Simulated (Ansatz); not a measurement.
Cd3AgS4: rattling a relaxed structure

The cell was found from a structure generator's guess, not taken from experiment.

Method: DFT PBE, scalar-relativistic, plane waves, PAW (Ansatz 0.2.0). Cutoff 420 eV; k points 8×8×8 on the computed 8-atom cell (Γ-centred); Gaussian smearing, width 0.10 eV; no spin polarisation.

The cell below (8 atoms, space group Pm-3m (No. 221)) is relaxed within its symmetry.

```
Cd Ag S
1.0
     5.44628    0.00000    0.00000
     0.00000    5.44628    0.00000
     0.00000    0.00000    5.44628
Cd Ag S
3 1 4
Direct
  0.50000 0.50000 0.00000
  0.50000 0.00000 0.50000
  0.00000 0.50000 0.50000
  0.00000 0.00000 0.00000
  0.50000 0.50000 0.50000
  0.00000 0.00000 0.50000
  0.00000 0.50000 0.00000
  0.50000 0.00000 0.00000
```

For the test it was strained at random (σ = 1.5 % a component), the atoms were moved at random (σ = 0.10 Å), and all was relaxed again on a coarse 4×4×4 mesh (in the run’s order of axes) with 0.20 eV smearing, with no symmetry imposed.

An odd number of electrons in the primitive cell allows no gap without spin; a larger cell or a magnetic state could open one.

Question: Does it come back?

Answer: It returns, within 1 meV/atom of the unmoved cell on that mesh and with the same symmetry when read at 0.1 Å. No instability shows in this cell; modes of other wave vectors, which need another repeat, aren't tested.
